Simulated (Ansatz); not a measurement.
The start is a generated cell, Cu2O placed in the AFLOW prototype AB2_oI6_71_a_i (as in ReSi2). The cell and all atomic positions are relaxed at zero pressure with PBEsol (plane waves to 420 eV, PAW, scalar-relativistic; Ansatz, an electronic-structure program). The first steps use a coarse 12×12×12 k-mesh.

Starting cell:
```yaml
crystal:
  lattice:
    - [-1.36887, 1.37587, 3.35958]
    - [1.36887, -1.37587, 3.35958]
    - [1.36887, 1.37587, -3.35958]
  atoms:
    - { symbol: O, position: [0.00000, 0.00000, 0.00000] }
    - { symbol: Cu, position: [0.33900, 0.33900, 0.00000] }
    - { symbol: Cu, position: [0.66100, 0.66100, 0.00000] }
```

Problem. What pressure does the first self-consistent step give?

Solution. +40 GPa (positive: the cell is compressed).

Problem. By how much does the energy per atom fall from start to end?

Solution. 0.33 eV/atom.

Problem. How does the volume per atom move from start to end?

Solution. +14.0 %, from 8.44 to 9.62 Å³/atom.

Problem. How do the shortest distances between atoms change?

Solution. The closest pairs of elements (up to four, under 3.6 Å), start → end: Cu–Cu 2.16 → 2.52 Å; Cu–O 2.22 → 2.22 Å; O–O 2.74 → 2.59 Å.

Problem. Is the relaxed structure metallic? Give its gap.

Solution. Zero (metallic).

Problem. Give the final cell and atomic positions.

Solution. 
Space group I4/mmm (No. 139); a = 2.592 Å, b = 2.592 Å, c = 8.591 Å, α = 90.00°, β = 90.00°, γ = 90.00°

```tsv
atom	site	symmetry	x	y	z
O	2a	4/mmm	0.0000	0.0000	0.0000
Cu	4e	4mm	0.0000	0.0000	0.3534
```
(The calculation used a cell of 3 atoms; values per cell refer to that cell.)

Final values are on a 25×25×25 k-mesh of the relaxed cell. No spin polarisation in the result. No Hubbard U is applied.

The run could not lose the symmetry of its start: the end is stationary, and may be a saddle point rather than a minimum.

The relaxed structure here is a generated cell of Cu2O: the first start was made by placing the elements on the sites of a structure type, and the end was not matched to a known phase here, so it may be hypothetical. Known forms of Cu2O include space group No. 224.
